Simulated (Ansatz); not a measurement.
**Does relaxation matter for the field gradients of SnO2 with Zr replacing Sn?**

Start: a supercell of SnO2 (rutile type, P4_2/mnm) built from a measured structure from the Crystallography Open Database (COD), with all atoms left at the host's positions.

```cif
data_ZrSn7O16
_symmetry_space_group_name_H-M 'Fmmm'
_symmetry_Int_Tables_number 69
_cell_length_a 6.3730
_cell_length_b 13.4011
_cell_length_c 13.4011
_cell_angle_alpha 90.000
_cell_angle_beta 90.000
_cell_angle_gamma 90.000
loop_
_atom_site_label
_atom_site_type_symbol
_atom_site_symmetry_multiplicity
_atom_site_Wyckoff_symbol
_atom_site_fract_x
_atom_site_fract_y
_atom_site_fract_z
Zr Zr 4 a 0.0000 0.0000 0.0000
Sn2 Sn 4 b 0.5000 0.0000 0.0000
Sn3 Sn 8 c 0.0000 0.7500 0.7500
Sn5 Sn 8 d 0.7500 0.0000 0.7500
Sn7 Sn 8 e 0.7500 0.2500 0.0000
O9 O 8 i 0.0000 0.0000 0.8465
O10 O 8 i 0.5000 0.0000 0.8465
O11 O 16 m 0.0000 0.7500 0.5965
O13 O 16 k 0.7500 0.8465 0.7500
O15 O 16 o 0.7500 0.0964 0.0000
```

One atom of each set is listed; the run and its k-mesh use a cell of 24 atoms with edges of 7.42, 7.42, 7.42 Å.

Method: Kohn–Sham DFT in Ansatz, PBE, plane waves and PAW, scalar-relativistic, 420 eV cutoff, Γ-centred 4×4×4 k-points, Fermi–Dirac smearing 0.01 eV.

The largest force at the start is 0.71 eV/Å. Relaxing the ions at fixed cell moves them by 0.032 Å at most (atom 11, O) and 0.019 Å rms. End positions:

Zr (0.0000, 0.0000, 0.0000)
Sn2 (0.5000, 0.0000, 0.0000)
Sn3 (0.0000, 0.7500, 0.7500)
Sn5 (0.7500, 0.0000, 0.7500)
Sn7 (0.7500, 0.2500, 0.0000)
O9 (0.0000, 0.0000, 0.8459)
O10 (0.5000, 0.0000, 0.8482)
O11 (0.0000, 0.7479, 0.5976)
O13 (0.7500, 0.8474, 0.7500)
O15 (0.7481, 0.0981, 0.0000)

| site | moved (Å) | first shell before | first shell after | V_zz before (10²¹ V/m²) | η before |
| --- | --- | --- | --- | --- | --- |
| Zr | 0.000 | 6 O at 2.05–2.06 Å | 6 O at 2.06–2.07 Å | 8.66 | 0.74 |
| Sn2 | 0.000 | 6 O at 2.05–2.06 Å | 6 O at 2.03–2.06 Å | -3.46 | 0.88 |
| Sn3 | 0.000 | 6 O at 2.05–2.06 Å | 6 O at 2.04–2.06 Å | -5.50 | 0.96 |
| Sn5 | 0.000 | 6 O at 2.05–2.06 Å | 6 O at 2.04–2.07 Å | -6.25 | 0.86 |
| Sn7 | 0.000 | 6 O at 2.05–2.06 Å | 6 O at 2.04–2.06 Å | -5.66 | 1.00 |
| O9 | 0.007 | 2 Sn at 2.05 Å, 1 Zr at 2.06 Å | 2 Sn at 2.05 Å, 1 Zr at 2.06 Å | -7.19 | 0.79 |
| O10 | 0.023 | 3 Sn at 2.05–2.06 Å | 3 Sn at 2.03–2.07 Å | -10.47 | 0.07 |
| O11 | 0.032 | 3 Sn at 2.05–2.06 Å | 3 Sn at 2.04–2.06 Å | -10.50 | 0.11 |
| O13 | 0.013 | 3 Sn at 2.05–2.06 Å | 3 Sn at 2.04–2.06 Å | -10.45 | 0.10 |
| O15 | 0.025 | 1 Zr at 2.05 Å, 2 Sn at 2.05–2.06 Å | 2 Sn at 2.04–2.06 Å, 1 Zr at 2.07 Å | 7.29 | 0.76 |

**Question.** How do the gradients change?

**Answer.** 

| site | V_zz after | η after | change of V_zz |
| --- | --- | --- | --- |
| Zr | 8.39 | 0.38 | -0.27 |
| Sn2 | 3.89 | 0.29 | – |
| Sn3 | 5.91 | 0.35 | – |
| Sn5 | 6.48 | 0.60 | – |
| Sn7 | 6.34 | 0.23 | – |
| O9 | -7.28 | 0.74 | -0.09 |
| O10 | -10.50 | 0.12 | -0.03 |
| O11 | -10.57 | 0.16 | -0.07 |
| O13 | -10.54 | 0.16 | -0.09 |
| O15 | 7.40 | 0.79 | +0.11 |

The largest change of V_zz along a kept axis is on Zr, from 8.66 to 8.39. The whole tensor moves most on Sn2, by 2.71 along its most changed direction. In per cent, |V_zz| changes by -3 on Zr, 0 to +2 on O (all sites that start above 0.5, bar those whose gradient vanishes or changes sign or whose main axis turns by over 40°). Where |V_zz| stays above 0.1 and the axes keep their order, η moves most on Zr, from 0.74 to 0.38. On Sn5, Sn7, Sn3, Sn2 the largest principal value lies along another axis in the second run, so the two V_zz can't be compared directly.

The defect repeats with the cell of 24 atoms, so it feels its images: sites between two images don't show the values beside a lone defect, and zeros or small values of η there can come from the images' arrangement. O and Sn carry a gradient in the pure host already, so the values there aren't the defect's effect alone. Without spin–orbit coupling (the program notes it for Sn and Zr) the gradients are little affected as a rule: paired runs on crystals with a gap mostly move them by under 2 % at such atoms.
Before: The cell keeps the host's lattice, where the PBE pressure is 13 GPa. The neighbours have not yet relaxed around the defect (largest force 0.71 eV/Å), so a real crystal will differ.
After: The relaxation keeps the site symmetry mmm of the start, so the impurity can't leave its site; a start off the site could end lower. The cell keeps the host's lattice, where the PBE pressure is 12 GPa.
